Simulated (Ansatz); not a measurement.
VCu3Se4:
```cif
data_Cu3Se4V
_chemical_formula_sum 'V1 Cu3 Se4'
_space_group_name_H-M_alt 'P 1'
_space_group_IT_number 1
_cell_length_a 5.50900
_cell_length_b 5.50900
_cell_length_c 5.50900
_cell_angle_alpha 90.000
_cell_angle_beta 90.000
_cell_angle_gamma 90.000
loop_
_space_group_symop_operation_xyz
  'x, y, z'
loop_
_atom_site_label
_atom_site_type_symbol
_atom_site_fract_x
_atom_site_fract_y
_atom_site_fract_z
_atom_site_occupancy
V1 V 0.00000 0.00000 0.00000 1
Cu1 Cu 0.00000 0.50000 0.00000 1
Cu2 Cu 0.50000 0.00000 0.00000 1
Cu3 Cu 0.00000 0.00000 0.50000 1
Se1 Se 0.24605 0.24605 0.24605 1
Se2 Se 0.24605 0.75395 0.75395 1
Se3 Se 0.75395 0.75395 0.24605 1
Se4 Se 0.75395 0.24605 0.75395 1
```

Relaxed with PBEsol. 

Problem. HSE06 on this cell (Ansatz, an electronic-structure program, PAW) gives a gap of 1.71 eV. What does PBEsol give?

Solution. 0.83 eV.

Cost on shared cores: the PBEsol run (SCF on a 5×5×5 mesh, then bands and DOS) about 3 core-minutes (a rough figure), the HSE06 run (SCF on 3×3×3, then a few points) very roughly 3 core-minutes; the tasks are unlike.

Space group P-43m. The workflow started from a Materials Project entry (that database holds measured and hypothetical structures alike); the Crystallography Open Database copy checked does not list it. Whether it is the stable phase at ambient conditions was not checked. The PBEsol relaxation kept the symmetry of its start; its stability against distortions is not shown here. The run is not spin-polarised. Spin–orbit coupling is left out wherever it is not named.

Potentials: the later of the program's two PAW sets.

Ansatz is a plane-wave DFT program.
